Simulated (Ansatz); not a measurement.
input.yaml (Ansatz)

```yaml
crystal:
  lattice:
    - [-2.9640134326, 3.3774361715, 1.344404289]
    - [3.3774361715, -2.9640134326, 1.344404289]
    - [1.9210102947, 1.9210102947, -0.5872197855]
  atoms:
    - { symbol: Pd, position: [0.007850003, 0.992149997, 0.0] }
    - { symbol: Pd, position: [0.742149997, 0.257850003, 0.5] }
hamiltonian:
  xc: blyp
  pseudopotentials:
    kind: paw
    azcp:
      Pd: "pseudopotentials/Pd.paw.azcp"
basis:
  ecutwfc: 420
  fft_grid_basis: typed
kpoints:
  mp_grid: { grid: [20, 20, 18], shift: [0, 0, 0] }
magnetization:
  spin_polarized: false
scf:
  occupations: { method: fermi_dirac, width: 0.1 }
```

Terminal output

```
Engine: ansatz 0.2.0, x86_64-unknown-linux-gnu
Pseudopotentials: kind: paw
Pseudopotential: Pd, paw, valence charge 18, recommended cutoff 420 eV (normal) 
Functional definition: BLYP
  parameter beta = 0.0042
  parameter a = 0.04918
  parameter b = 0.132
  parameter c = 0.2533
  parameter d = 0.349
  exchange = b88_x(beta = beta)
  correlation = lyp_c(a = a, b = b, c = c, d = d)
Crystal: 2 atoms, lattice volume = 34.295 Å³
Basis set: ecut = 420 eV, 663 PW (Γ), exchange–correlation on 64×64×40 points (8 copies of the dense FFT grid, shifted against one another)
Bands: 22, of which v1, the nominal top of the filled ones, is band 18 counted from 1 (17 counted from 0)
Symmetry: 4 space group operations
Space group: C2/c (ITA 15), of the structure as read, at distance tolerance 3.2e-5 Å
k-points: 1902 of 7200
Non-local potential: Pd, projectors of the file, l = 0: 2, l = 1: 2, l = 2: 2, l = 3: 1
PAW form: soft (Blöchl's): semilocal exchange-correlation on the pseudo side does not see the compensation charge
PAW frozen core: Pd, regenerated for the run's functional, and the local potential with it (the file was generated under x = pbe(κ = 0.804, μ = 0.2195149727645171), c = pbe(β = 0.06672455060314922))
PAW one-centre angular grid: Pd, 590 points (default); XC on 64 Gauss nodes
Initial density: superposition of atomic densities (neutral atoms: chi_scale 0, normalization atom), corrected by the library's trained network
Initial wavefunctions: pseudopotential atomic-orbital guess
Functional: x = b88, c = lyp
SCF iter   1: F=—  HF=-13975.065081 eV  |F-HF|=—  |Δ(HF+E_count)|=         —  Δρ=1.34e-2  dr2=5.86e-2  ethr=1.77e-3  ⟨swp⟩=5.0  Hψ=186538  notcnv=0
SCF iter   2: F=—  HF=-13975.055212 eV  |F-HF|=—  |Δ(HF+E_count)|=   9.87e-3  Δρ=6.00e-3  dr2=1.29e-2  ethr=1.63e-4  ⟨swp⟩=1.0  Hψ=57060  notcnv=0
SCF iter   3: F=—  HF=-13975.053539 eV  |F-HF|=—  |Δ(HF+E_count)|=   1.67e-3  Δρ=1.69e-3  dr2=1.06e-3  ethr=3.58e-5  ⟨swp⟩=2.3  Hψ=59669  notcnv=0
SCF iter   4: F=—  HF=-13975.053639 eV  |F-HF|=—  |Δ(HF+E_count)|=   1.00e-4  Δρ=3.84e-4  dr2=4.33e-5  ethr=2.95e-6  ⟨swp⟩=2.3  Hψ=56604  notcnv=0
SCF iter   5: F=—  HF=-13975.053669 eV  |F-HF|=—  |Δ(HF+E_count)|=   3.02e-5  Δρ=1.24e-4  dr2=5.16e-6  ethr=1.20e-7  ⟨swp⟩=2.2  Hψ=54911  notcnv=0
SCF iter   6: F=—  HF=-13975.053672 eV  |F-HF|=—  |Δ(HF+E_count)|=   2.23e-6  Δρ=3.43e-5  dr2=4.96e-7  ethr=1.43e-8  ⟨swp⟩=2.1  Hψ=55379  notcnv=0
SCF iter   7: F=-13975.053672 eV  HF=-13975.053672 eV  |F-HF|=2.36e-9  |Δ(HF+E_count)|=   1.62e-7  Δρ=7.66e-6  dr2=2.58e-8  ethr=2.78e-10  ⟨swp⟩=2.7  Hψ=87926  notcnv=0
SCF 1 converged in 7 iterations: F = -13975.053672 eV  dr2 = 2.58e-8
SCF converged after 7 iterations
Free energy (F): -13975.053672 eV
Harris-Foulkes:  -13975.053672 eV  (|F-HF|=2.36e-9)
Internal energy: -13974.939984 eV  (E = F + TS)
E sigma→0 (E₀):  -13974.996828 eV
Entropy (-TS):   -0.113687 eV (-56.844 meV/atom)
Fermi energy:    16.665264 eV
--- Per-component energies (eV) ---
  E_band       = -372.583293
  E_kinetic    = 1026.574202
  E_local      = -4001.491893  (includes V_loc(G=0)·N_el)
  E_nonlocal   = 432.283401
  E_hartree    = 1619.469270
  E_xc         = -330.595977
  E_vxc        = -413.852955  (∫ρ·V_xc dr)
  E_paw        = -7536.341493  (= ΣΔE_a)
  E_vpaw       = -655.037719  (= ΣTr[D̂ρ^β])
  E_aug_tail   = 0.000398  (compensation charges beyond the density's cutoff)
  E_ewald      = -5185.011549
  E_core_change = 0.173656  (= ΣΔE_core)
  E_smearing   = -0.113687  (= −TS)
  E_closure    = 0.000000  (closes the sum)
  Σ components = -13975.053672   (vs F -13975.053672, Δ=0.00e0)
```
